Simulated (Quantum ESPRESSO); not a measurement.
# Mo3HfRu2TiSn: finding a planted mistake in a log

A calculation, not a measurement. The program is pw.x of Quantum ESPRESSO 7.5 (plane-wave density functional theory). The cell is made up: eight metal atoms on a face-centred cubic lattice, with elements, volume, strain and displacements drawn at random and not relaxed, so it may be unstable or far from any real phase. PseudoDojo standard norm-conserving files set the functional (PBE unless stated); there is no spin polarisation or spin-orbit coupling, the Fermi-Dirac width of 0.25 eV means electrons at about 2900 K, and the masses in the input are unused placeholders. The tin pseudopotential is less sure than most, with forces differing by about three percent from a second method on plain tin. Heavy elements are run without spin-orbit coupling, which real alloys of them have. A spin test at this wide smearing found no moment, but such smearing suppresses magnetism that the real alloy may have.

Intended input:

```
&control calculation='scf', pseudo_dir='./dojo.nc.sr.pbe.v0_5.standard.upf', outdir='./o', disk_io='minimal', tprnfor=.true., tstress=.true. /
&system ibrav=0, nat=8, ntyp=5, nbnd=73, ecutwfc=84.00895049, nosym=.true., tot_charge=0,
 occupations='smearing', smearing='fd', degauss=0.0183746611
/
&electrons conv_thr=1.470e-08, electron_maxstep=70, mixing_beta=0.5 /
ATOMIC_SPECIES
Hf 1.0 Hf.upf
Mo 1.0 Mo.upf
Ru 1.0 Ru.upf
Sn 1.0 Sn.upf
Ti 1.0 Ti.upf
CELL_PARAMETERS angstrom
0.0033 -2.0235 -2.0767
0.0262 4.128 -4.2345
8.3767 0.0195 -0.0329
ATOMIC_POSITIONS angstrom
Mo -0.055 -0.2309 -0.022
Hf 4.2352 -0.0172 0.1364
Mo 0.0738 1.9531 -2.2158
Ru 4.1294 2.1175 -2.1974
Ti 2.0689 0.0516 -1.9131
Mo 6.1965 0.1494 -2.2482
Sn 2.0777 2.1481 -4.407
Ru 6.4284 2.1051 -4.2127
K_POINTS automatic
8 4 3 1 1 1
```

The log is shortened where brackets say so; the opening notice, blank lines, dates and the lines on written files are dropped, and the path of the files is cut. It prints rydbergs, bohrs and kilobars, and counts compression as positive stress. Its total energy is the free energy E - TS of the whole cell.

Log of the intended run:

```
     Program PWSCF v.7.5
     Parallel version (MPI & OpenMP), running on       4 processor cores
     Number of MPI processes:                 4
     Threads/MPI process:                     1
     [start-up lines left out]
     bravais-lattice index     =            0
     lattice parameter (alat)  =       5.4793  a.u.
     unit-cell volume          =     968.9468 (a.u.)^3
     number of atoms/cell      =            8
     number of atomic types    =            5
     number of electrons       =       112.00
     number of Kohn-Sham states=           73
     kinetic-energy cutoff     =      84.0090  Ry
     charge density cutoff     =     336.0358  Ry
     scf convergence threshold =      1.5E-08
     mixing beta               =       0.5000
     number of iterations used =            8  plain     mixing
     Exchange-correlation= PBE
                           (   1   4   3   4   0   0   0)
     [axes and pseudopotential details left out]
   Cartesian axes
     site n.     atom                  positions (alat units)
         1        Mo     tau(   1) = (  -0.0189686  -0.0796337  -0.0075874  )
         2        Hf     tau(   2) = (   1.4606530  -0.0059320   0.0470422  )
         3        Mo     tau(   3) = (   0.0254524   0.6735931  -0.7641941  )
         4        Ru     tau(   4) = (   1.4241642   0.7302920  -0.7578482  )
         5        Ti     tau(   5) = (   0.7135306   0.0177960  -0.6597977  )
         6        Mo     tau(   6) = (   2.1370741   0.0515257  -0.7753683  )
         7        Sn     tau(   7) = (   0.7165656   0.7408454  -1.5199040  )
         8        Ru     tau(   8) = (   2.2170527   0.7260154  -1.4528931  )
     number of k points=    48  Fermi-Dirac smearing, width (Ry)=  0.0184
                       cart. coord. in units 2pi/alat
        k(    1) = (   0.0573540  -0.0009927  -0.0862052), wk =   0.0416667
        k(    2) = (  -0.1734119  -0.0004483  -0.0871023), wk =   0.0416667
     [further k points left out]
     Dense  grid:   100709 G-vectors     FFT dimensions: (  32,  72,  96)
     Estimated max dynamical RAM per process >     357.12 MB
     Estimated total dynamical RAM >       1.32 GB
     Initial potential from superposition of free atoms
     starting charge     111.9892, renormalised to     112.0000
     Starting wfcs are   79 randomized atomic wfcs
     total cpu time spent up to now is        8.8 secs
     per-process dynamical memory:   265.8 Mb
     Self-consistent Calculation
     iteration #  1     ecut=    84.01 Ry     beta= 0.50
     Davidson diagonalization with overlap
     ethr =  1.00E-02,  avg # of iterations =  2.3
     total cpu time spent up to now is       26.6 secs
     total energy              =   -1212.53740036 Ry
     estimated scf accuracy    <       4.14558384 Ry
     iteration #  2     ecut=    84.01 Ry     beta= 0.50
     Davidson diagonalization with overlap
     ethr =  3.70E-03,  avg # of iterations =  4.9
     total cpu time spent up to now is       47.7 secs
     total energy              =   -1211.71041542 Ry
     estimated scf accuracy    <      57.76555169 Ry
     [iterations 3 to 20 left out]
     iteration # 21     ecut=    84.01 Ry     beta= 0.50
     Davidson diagonalization with overlap
     ethr =  1.19E-10,  avg # of iterations =  1.0
     total cpu time spent up to now is      318.5 secs
     total energy              =   -1215.05074027 Ry
     estimated scf accuracy    <       0.00000003 Ry
     iteration # 22     ecut=    84.01 Ry     beta= 0.50
     Davidson diagonalization with overlap
     ethr =  2.82E-11,  avg # of iterations =  1.0
     total cpu time spent up to now is      330.3 secs
     End of self-consistent calculation
     [lines on levels left out]
!    total energy              =   -1215.05074027 Ry
     estimated scf accuracy    <          8.5E-09 Ry
     smearing contrib. (-TS)   =      -0.14429454 Ry
     internal energy E=F+TS    =   -1214.90644573 Ry
     The total energy is F=E-TS. E is the sum of the following terms:
     one-electron contribution =    -288.02638539 Ry
     hartree contribution      =     205.36066479 Ry
     xc contribution           =    -219.89355322 Ry
     ewald contribution        =    -912.34717191 Ry
     convergence has been achieved in  22 iterations
     Forces acting on atoms (cartesian axes, Ry/au):
     atom    1 type  2   force =    -0.07232441    0.04960049   -0.02085871
     atom    2 type  1   force =     0.08790896    0.00965648   -0.02517043
     atom    3 type  2   force =    -0.04468335   -0.00407012    0.02487288
     atom    4 type  3   force =     0.02072673   -0.03423126    0.02750004
     atom    5 type  5   force =    -0.00085501    0.05526624   -0.07344874
     atom    6 type  2   force =     0.01819040    0.01716988   -0.01168581
     atom    7 type  4   force =    -0.01218454   -0.07719339    0.08007496
     atom    8 type  3   force =     0.00322122   -0.01619832   -0.00128419
     Total force =     0.208749     Total SCF correction =     0.000453
     Computing stress (Cartesian axis) and pressure
          total   stress  (Ry/bohr**3)                   (kbar)     P=      -77.41
  -0.00072352   0.00001091  -0.00008310         -106.43        1.60      -12.22
   0.00001091  -0.00041483   0.00022567            1.60      -61.02       33.20
  -0.00008310   0.00022567  -0.00044025          -12.22       33.20      -64.76
     init_run     :      8.28s CPU      8.61s WALL (       1 calls)
     electrons    :    314.96s CPU    321.55s WALL (       1 calls)
     forces       :      1.75s CPU      1.75s WALL (       1 calls)
     stress       :      6.14s CPU      6.15s WALL (       1 calls)
     [timing details left out]
     PWSCF        :   5m31.30s CPU   5m38.26s WALL
     JOB DONE.
```

A second run was made from an input with one planted mistake. Its log:

```
     Program PWSCF v.7.5
     Parallel version (MPI & OpenMP), running on       4 processor cores
     Number of MPI processes:                 4
     Threads/MPI process:                     1
     [start-up lines left out]
     bravais-lattice index     =            0
     lattice parameter (alat)  =       5.4793  a.u.
     unit-cell volume          =     968.9468 (a.u.)^3
     number of atoms/cell      =            8
     number of atomic types    =            6
     number of electrons       =       112.00
     number of Kohn-Sham states=           73
     kinetic-energy cutoff     =      84.0090  Ry
     charge density cutoff     =     336.0358  Ry
     scf convergence threshold =      1.5E-08
     mixing beta               =       0.5000
     number of iterations used =            8  plain     mixing
     Exchange-correlation= PBE
                           (   1   4   3   4   0   0   0)
     [axes and pseudopotential details left out]
   Cartesian axes
     site n.     atom                  positions (alat units)
         1        Mo     tau(   1) = (  -0.0189686  -0.0796337  -0.0075874  )
         2        Hf     tau(   2) = (   1.4606530  -0.0059320   0.0470422  )
         3        Mo     tau(   3) = (   0.0254524   0.6735931  -0.7641941  )
         4        Ru     tau(   4) = (   1.4241642   0.7302920  -0.7578482  )
         5        Ti     tau(   5) = (   0.7135306   0.0177960  -0.6597977  )
         6        W      tau(   6) = (   2.1370741   0.0515257  -0.7753683  )
         7        Sn     tau(   7) = (   0.7165656   0.7408454  -1.5199040  )
         8        Ru     tau(   8) = (   2.2170527   0.7260154  -1.4528931  )
     number of k points=    48  Fermi-Dirac smearing, width (Ry)=  0.0184
                       cart. coord. in units 2pi/alat
        k(    1) = (   0.0573540  -0.0009927  -0.0862052), wk =   0.0416667
        k(    2) = (  -0.1734119  -0.0004483  -0.0871023), wk =   0.0416667
     [further k points left out]
     Dense  grid:   100709 G-vectors     FFT dimensions: (  32,  72,  96)
     Estimated max dynamical RAM per process >     366.43 MB
     Estimated total dynamical RAM >       1.36 GB
     Initial potential from superposition of free atoms
     starting charge     111.9901, renormalised to     112.0000
     Starting wfcs are   79 randomized atomic wfcs
     total cpu time spent up to now is        9.1 secs
     per-process dynamical memory:   271.0 Mb
     Self-consistent Calculation
     iteration #  1     ecut=    84.01 Ry     beta= 0.50
     Davidson diagonalization with overlap
     ethr =  1.00E-02,  avg # of iterations =  2.3
     total cpu time spent up to now is       29.7 secs
     total energy              =   -1223.98189495 Ry
     estimated scf accuracy    <       3.67289982 Ry
     iteration #  2     ecut=    84.01 Ry     beta= 0.50
     Davidson diagonalization with overlap
     ethr =  3.28E-03,  avg # of iterations =  5.0
     total cpu time spent up to now is       52.6 secs
     total energy              =   -1223.35470519 Ry
     estimated scf accuracy    <      46.25753822 Ry
     [iterations 3 to 21 left out]
     iteration # 22     ecut=    84.01 Ry     beta= 0.50
     Davidson diagonalization with overlap
     ethr =  4.14E-11,  avg # of iterations =  2.0
     total cpu time spent up to now is      350.0 secs
     total energy              =   -1226.19231417 Ry
     estimated scf accuracy    <       0.00000002 Ry
     iteration # 23     ecut=    84.01 Ry     beta= 0.50
     Davidson diagonalization with overlap
     ethr =  1.34E-11,  avg # of iterations =  1.1
     total cpu time spent up to now is      363.1 secs
     End of self-consistent calculation
     [lines on levels left out]
!    total energy              =   -1226.19231416 Ry
     estimated scf accuracy    <          7.1E-09 Ry
     smearing contrib. (-TS)   =      -0.14079923 Ry
     internal energy E=F+TS    =   -1226.05151493 Ry
     The total energy is F=E-TS. E is the sum of the following terms:
     one-electron contribution =    -284.52248498 Ry
     hartree contribution      =     203.21571922 Ry
     xc contribution           =    -232.39757727 Ry
     ewald contribution        =    -912.34717191 Ry
     convergence has been achieved in  23 iterations
     Forces acting on atoms (cartesian axes, Ry/au):
     atom    1 type  2   force =    -0.07510533    0.05181998   -0.02250098
     atom    2 type  1   force =     0.08696378    0.00799515   -0.02537532
     atom    3 type  2   force =    -0.04527584   -0.00474560    0.02601687
     atom    4 type  3   force =     0.02496010   -0.03746277    0.03061713
     atom    5 type  5   force =    -0.00100018    0.05528717   -0.07367326
     atom    6 type  6   force =     0.02019635    0.02082346   -0.01271733
     atom    7 type  4   force =    -0.01232234   -0.07700088    0.08009136
     atom    8 type  3   force =     0.00158346   -0.01671651   -0.00245847
     Total force =     0.212340     Total SCF correction =     0.000481
     Computing stress (Cartesian axis) and pressure
          total   stress  (Ry/bohr**3)                   (kbar)     P=      -79.73
  -0.00074542   0.00003126  -0.00009275         -109.65        4.60      -13.64
   0.00003126  -0.00042369   0.00022273            4.60      -62.33       32.76
  -0.00009275   0.00022273  -0.00045693          -13.64       32.76      -67.22
     init_run     :      7.29s CPU      7.57s WALL (       1 calls)
     electrons    :    346.89s CPU    354.04s WALL (       1 calls)
     forces       :      1.90s CPU      1.92s WALL (       1 calls)
     stress       :      6.74s CPU      6.91s WALL (       1 calls)
     [timing details left out]
     PWSCF        :   6m 4.36s CPU   6m12.03s WALL
     JOB DONE.
```

Question: the log repeats what the program read. Compare it with the intended run: what was wrong in the second input?

Answer: one atom is of a wrong element. The input lines that differ:

```
- &system ibrav=0, nat=8, ntyp=5, nbnd=73, ecutwfc=84.00895049, nosym=.true., tot_charge=0,
+ &system ibrav=0, nat=8, ntyp=6, nbnd=73, ecutwfc=84.00895049, nosym=.true., tot_charge=0,
+ W 1.0 W.upf
- Mo 6.1965 0.1494 -2.2482
+ W 6.1965 0.1494 -2.2482
```

|  | intended run | run with the mistake |
| --- | --- | --- |
| free energy (eV) | -16531.608 | -16683.196 |
| entropy term -TS, part of it (eV) | -1.963 | -1.916 |
| pressure (GPa) | -7.74 | -7.97 |
| size of the largest force component (eV/Å) | 2.260 | 2.236 |
| largest change of a force component (eV/Å) |  | 0.109 |
| iterations | 22 | 23 |

For scale, a rerun of the intended cell at a higher cutoff and on a denser mesh moved values by no more than 0.005 eV in energy, 0.05 GPa in stress and 0.007 eV/Å in force, and a second program with other atomic files agreed on that cell to 2 % rms in force and 0.5 GPa in pressure. Files of another functional or element have another zero of energy, so the energy change says nothing on stability.